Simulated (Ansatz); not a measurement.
MoS₂:
```cif
data_MoS2
_chemical_formula_sum 'Mo1 S2'
_space_group_name_H-M_alt 'P 1'
_space_group_IT_number 1
_cell_length_a 7.66300
_cell_length_b 7.66300
_cell_length_c 7.66300
_cell_angle_alpha 23.990
_cell_angle_beta 23.990
_cell_angle_gamma 23.990
loop_
_space_group_symop_operation_xyz
  'x, y, z'
loop_
_atom_site_label
_atom_site_type_symbol
_atom_site_fract_x
_atom_site_fract_y
_atom_site_fract_z
_atom_site_occupancy
Mo1 Mo 0.99978 0.99978 0.99978 1
S1 S 0.40313 0.40313 0.40313 1
S2 S 0.26310 0.26310 0.26310 1
```

Relaxed with PBE.

Q: Which orbitals make up the states near the band edges in plane-wave PAW PBE (Ansatz code)?

A: Top 1 eV of the valence band: Mo 4d 67 %, S 3p 29 %. Bottom 1 eV of the conduction band: Mo 4d 63 %, S 3p 32 %. Projections are on Löwdin-orthogonalised atomic valence shells; empty p or d shells of many metals are not among them.

Q: Tabulate the density of states.

A: States/eV per cell of 3 atoms, in 0.25 eV bins, energy from the valence-band maximum.

```
E (eV)  total  S 3p  Mo 4d  S 3s
------  -----  ----  -----  ----
-7.85    0.00  0.00   0.00  0.00
-7.60    0.00  0.00   0.00  0.00
-7.35    0.00  0.00   0.00  0.00
-7.10    0.00  0.00   0.00  0.00
-6.85    0.00  0.00   0.00  0.00
-6.60    0.00  0.00   0.00  0.00
-6.35    0.00  0.00   0.00  0.00
-6.10    0.00  0.00   0.00  0.00
-5.85    0.99  0.65   0.22  0.03
-5.60    2.15  1.31   0.64  0.06
-5.35    3.89  2.29   1.34  0.07
-5.10    3.08  1.89   1.03  0.05
-4.85    1.44  1.00   0.36  0.05
-4.60    0.82  0.55   0.23  0.02
-4.35    0.91  0.58   0.27  0.04
-4.10    4.90  2.96   1.31  0.37
-3.85    2.82  1.72   0.70  0.22
-3.60    1.40  0.85   0.45  0.05
-3.35    5.20  3.20   1.82  0.09
-3.10    2.40  1.50   0.83  0.03
-2.85    1.79  1.01   0.72  0.02
-2.60    1.66  0.91   0.70  0.01
-2.35    1.87  1.11   0.70  0.02
-2.10    4.37  2.99   1.16  0.12
-1.85    2.82  2.09   0.59  0.09
-1.60    2.46  2.00   0.35  0.05
-1.35    2.33  2.06   0.19  0.02
-1.10    2.46  1.08   1.26  0.04
-0.85    2.88  0.86   1.88  0.04
-0.60    2.02  0.58   1.36  0.02
-0.35    1.13  0.30   0.79  0.01
-0.10    0.19  0.07   0.12  0.00
0.15     0.00  0.00   0.00  0.00
0.40     0.00  0.00   0.00  0.00
0.65     0.00  0.00   0.00  0.00
0.90     0.00  0.00   0.00  0.00
1.15     0.00  0.00   0.00  0.00
1.40     0.04  0.01   0.03  0.00
1.65     1.02  0.28   0.67  0.01
1.90     5.12  1.54   3.35  0.04
2.15     3.57  1.24   2.16  0.04
2.40     5.12  1.70   3.07  0.12
2.65     3.17  1.10   1.81  0.10
2.90     2.84  1.07   1.50  0.09
3.15     2.32  0.92   1.19  0.08
3.40     1.56  0.67   0.73  0.06
3.65     1.45  0.64   0.66  0.07
3.90     2.20  1.08   0.99  0.05
4.15     2.27  0.99   1.05  0.13
4.40     1.08  0.40   0.55  0.10
4.65     0.25  0.09   0.14  0.03
4.90     0.00  0.00   0.00  0.00
5.15     0.00  0.00   0.00  0.00
5.40     0.00  0.00   0.00  0.00
5.65     0.01  0.00   0.00  0.00
5.90     0.24  0.01   0.01  0.02
6.15     0.66  0.04   0.02  0.04
```

Space group R3m. Symmetry was held in the PBE relaxation. No spin polarisation was allowed. A crystal of weakly bound layers computed without a dispersion correction: the cell and the soft elastic constants depend strongly on that. Spin–orbit coupling is left out wherever it is not named.

Potentials: the later of the program's two PAW sets.
